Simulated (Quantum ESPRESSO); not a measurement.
## InZnMo4Pd2 (a guest atom moved from site to site)

Simulated, not a measurement. The program is pw.x of Quantum ESPRESSO 7.5 (plane-wave density functional theory). The cell is made up: eight metal atoms on a face-centred cubic lattice, with elements, volume, strain and displacements drawn at random and not relaxed, so it may be unstable or far from any real phase. PseudoDojo standard norm-conserving files set the functional (PBE unless stated); there is no spin polarisation or spin-orbit coupling, the Fermi-Dirac width of 0.25 eV means electrons at about 2900 K, and the masses in the input are unused placeholders. A spin test at this wide smearing found no moment, but such smearing suppresses magnetism that the real alloy may have.

The runs move one Zn atom among sites that otherwise hold Mo. Cell, positions, cutoff, mesh and smearing stay as in the input of run 1; sites are counted in its order. Stress in the tables is positive in tension.

Input of run 1:

```
&control calculation='scf', pseudo_dir='./dojo.nc.sr.pbe.v0_5.standard.upf', outdir='./o', disk_io='medium', tprnfor=.true., tstress=.true. /
&system ibrav=0, nat=8, ntyp=4, nbnd=79, ecutwfc=84.00895049, nosym=.true., tot_charge=0,
 occupations='smearing', smearing='fd', degauss=0.0183746611
/
&electrons conv_thr=1.470e-08, electron_maxstep=70, mixing_beta=0.5 /
ATOMIC_SPECIES
In 1.0 In.upf
Mo 1.0 Mo.upf
Pd 1.0 Pd.upf
Zn 1.0 Zn.upf
CELL_PARAMETERS angstrom
-2.0862 -3.9887 -1.9899
-4.051 1.9376 1.9821
0.0122 4.0498 -4.1143
ATOMIC_POSITIONS angstrom
In 0.0007 0.0144 -0.048
Zn 0.0001 2.0631 -2.0298
Mo -2.0541 2.0706 -0.1005
Pd -2.1308 4.0186 -2.0181
Mo -1.9929 -0.0995 -1.9905
Mo -2.0154 2.1288 -4.1187
Mo -4.077 0.0087 -0.1933
Pd -4.1002 1.9458 -2.1516
K_POINTS automatic
5 5 4 1 1 1
```

| run | elements on sites 1 to 8 | free energy less that of run 1 (eV) | -TS (eV) | pressure (GPa) | stress xx (GPa) | stress yy (GPa) | stress zz (GPa) | stress yz (GPa) | stress xz (GPa) | stress xy (GPa) | iterations |
| --- | --- | --- | --- | --- | --- | --- | --- | --- | --- | --- | --- |
| 1 | In Zn Mo Pd Mo Mo Mo Pd | 0.000 | -1.518 | -2.74 | 4.21 | 2.30 | 1.71 | -0.55 | 0.41 | 0.07 | 17 |
| 2 | In Mo Zn Pd Mo Mo Mo Pd | -0.019 | -1.476 | -2.78 | 4.79 | 0.69 | 2.85 | -2.55 | 0.53 | 0.18 | 18 |
| 3 | In Mo Mo Pd Zn Mo Mo Pd | -0.026 | -1.462 | -3.42 | 5.24 | 1.38 | 3.64 | -0.82 | 1.04 | 0.13 | 18 |
| 4 | In Mo Mo Pd Mo Zn Mo Pd | -0.207 | -1.490 | -1.57 | 2.89 | 1.40 | 0.41 | 0.99 | 0.10 | 0.17 | 18 |
| 5 | In Mo Mo Pd Mo Mo Zn Pd | 0.007 | -1.509 | -3.22 | 3.83 | 2.51 | 3.32 | -2.44 | 2.62 | 1.56 | 17 |

Forces Fx Fy Fz (eV/Å):

| site | run 1 | run 2 | run 3 | run 4 | run 5 |
| --- | --- | --- | --- | --- | --- |
| 1 | 0.32 0.25 0.91 | 0.37 0.23 0.80 | 0.03 0.14 0.67 | 0.03 0.07 1.05 | 0.28 0.07 0.85 |
| 2 | -0.35 -0.03 -0.61 | -0.25 -0.09 -0.24 | -0.33 -0.40 -0.33 | -0.13 -0.30 0.27 | -0.45 -0.20 -0.32 |
| 3 | 0.45 -0.41 -0.31 | 0.07 -0.26 -0.49 | 0.12 -0.02 -0.21 | -0.21 0.13 -0.11 | 0.57 -0.42 -0.50 |
| 4 | 0.60 -0.51 -0.67 | 0.76 -0.62 -0.68 | 0.69 -0.37 -0.99 | 0.67 -0.41 -1.04 | 0.79 -0.24 -0.89 |
| 5 | -0.76 0.46 -0.44 | -0.88 0.48 -0.92 | -0.52 1.05 -0.67 | -0.72 0.57 -1.37 | -1.16 0.47 -0.58 |
| 6 | -1.09 -0.12 -0.26 | -0.56 -0.19 0.44 | -0.70 -0.44 0.35 | -0.34 -0.66 0.62 | -0.63 -0.32 0.45 |
| 7 | 0.57 -0.67 0.80 | 0.15 -0.48 0.74 | 0.58 -0.76 0.43 | 0.40 -0.44 0.24 | 0.40 -0.14 0.47 |
| 8 | 0.26 1.04 0.58 | 0.34 0.92 0.35 | 0.15 0.81 0.74 | 0.29 1.02 0.34 | 0.20 0.78 0.53 |

The sites are displaced and not relaxed, so the energy differences mix bonding between neighbours with strain and are not ordering energies. A rerun of one cell of this series at a higher cutoff and on a denser mesh moved values by no more than 0.005 eV in energy, 0.05 GPa in stress and 0.009 eV/Å in force, and a second program with other atomic files agreed on that cell to 2 % rms in force and 0.5 GPa in pressure.